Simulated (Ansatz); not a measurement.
BaZrS3:
```
CELL_PARAMETERS angstrom
      7.16241     0.00000     0.00000
      0.00000    10.03207     0.00000
      0.00000     0.00000     7.03025
ATOMIC_POSITIONS crystal
  Ba 0.05130 0.25000 0.01140
  Ba 0.94870 0.75000 0.98860
  Ba 0.44870 0.75000 0.51140
  Ba 0.55130 0.25000 0.48860
  Zr 0.00000 0.00000 0.50000
  Zr 0.50000 0.00000 0.00000
  Zr 0.50000 0.50000 0.00000
  Zr 0.00000 0.50000 0.50000
  S  0.99296 0.25000 0.56500
  S  0.00704 0.75000 0.43500
  S  0.50704 0.75000 0.06500
  S  0.49296 0.25000 0.93500
  S  0.21019 0.96589 0.78999
  S  0.78981 0.03411 0.21001
  S  0.28981 0.03411 0.28999
  S  0.71019 0.96589 0.71001
  S  0.71019 0.53411 0.71001
  S  0.28981 0.46589 0.28999
  S  0.78981 0.46589 0.21001
  S  0.21019 0.53411 0.78999
```

The program Ansatz at the PBE level (PAW) gives a gap of 1.06 eV without spin–orbit coupling, maximum at Γ, minimum at Γ.

### Question
What happens when spin–orbit coupling is switched on?

### Answer
The gap falls by 0.05 eV, to 1.01 eV; maximum at Γ, minimum at Γ.

### Question
Give the electron effective mass with spin–orbit coupling.

### Answer
0.22, 0.36, 0.41 mₑ (principal values).

### Question
Give the hole effective mass with spin–orbit coupling.

### Answer
0.27, 0.40, 0.52 mₑ (principal values).

Space group Pnma. Symmetry was held in the PBE relaxation. The run is not spin-polarised.

Potentials: the later of the program's two PAW sets.
